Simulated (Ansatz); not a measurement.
Consider the following.

ZnSe:
```cif
data_SeZn
_chemical_formula_sum 'Zn1 Se1'
_space_group_name_H-M_alt 'P 1'
_space_group_IT_number 1
_cell_length_a 3.69146
_cell_length_b 3.69146
_cell_length_c 3.32020
_cell_angle_alpha 90.000
_cell_angle_beta 90.000
_cell_angle_gamma 120.000
loop_
_space_group_symop_operation_xyz
  'x, y, z'
loop_
_atom_site_label
_atom_site_type_symbol
_atom_site_fract_x
_atom_site_fract_y
_atom_site_fract_z
_atom_site_occupancy
Zn1 Zn 0.00000 0.00000 0.00000 1
Se1 Se 0.66667 0.33333 0.50000 1
```

This is the r²SCAN-relaxed structure.

Task: All from the program Ansatz at the r²SCAN level (PAW), unless another level is named. Estimate the electronic character.

Result: metallic (no gap).

Task: Give the density of states at the Fermi level.

Result: 0.33 states/eV per atom (mean over ±0.08 eV).

Task: And the formation energy from the elements (no fitted shifts)?

Result: -0.26 eV/atom.

Space group P-6m2. The cell is a constructed one: a structure type filled with these elements; neither database checked (COD, Materials Project) lists it. It is not the phase usual at ambient conditions (space group No. 216). The cell was relaxed with r²SCAN under the symmetry of its start; its stability against distortions is not shown here. The references are the lowest solids computed at this level, not always the standard phases. Scalar-relativistic: spin–orbit coupling is off unless named, which matters more the heavier the elements.

Potentials: the later of the program's two PAW sets.
